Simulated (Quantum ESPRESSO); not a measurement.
## Al₂O₃ (R-3c) under small displacements

```
CELL_PARAMETERS angstrom
      2.40251     1.38709     4.37208
     -2.40251     1.38709     4.37208
      0.00000    -2.77419     4.37208
ATOMIC_POSITIONS crystal
  Al 0.14790 0.14790 0.14790
  Al 0.85210 0.85210 0.85210
  Al 0.35210 0.35210 0.35210
  Al 0.64790 0.64790 0.64790
  O  0.94386 0.55614 0.25000
  O  0.05614 0.44386 0.75000
  O  0.25000 0.94386 0.55614
  O  0.75000 0.05614 0.44386
  O  0.55614 0.25000 0.94386
  O  0.44386 0.75000 0.05614
```
The cell comes from the Materials Project (a computed structure). It is Al2O3 in R-3c. Stability against distortions was not tested.

The last row's change in full: O5 and its equivalents moved by 0.04 Å along (1.00, 0.00, 0.00), space group kept; the other rows go along the same path.

Method: shieldings by PBE GIPAW (a modified build of Quantum ESPRESSO, JTH PAW datasets), 22.5 Ha, k-mesh 4×4×4 shifted, f-sum rule met within 0.014 %. Values are those of the named site's first atom. These are absolute shieldings with no macroscopic susceptibility term; δ = σ_ref − σ needs a reference computed alike. By our sweeps, such settings leave a few ppm in absolute σ. No d partial waves on Al: the paramagnetic term there is incompletely reconstructed.

Unchanged cell: σ_iso Al (ppm) = 534.4, σ_iso O (ppm) = 160.8.

Question: How do these values move along the path (displacement (Å): -0.04, +0.04)?

Answer: 
```tsv
displacement (Å)	σ_iso Al (ppm)	σ_iso O (ppm)
-0.04	533.2	161.2
0	534.4	160.8
+0.04	535.3	159.2
```
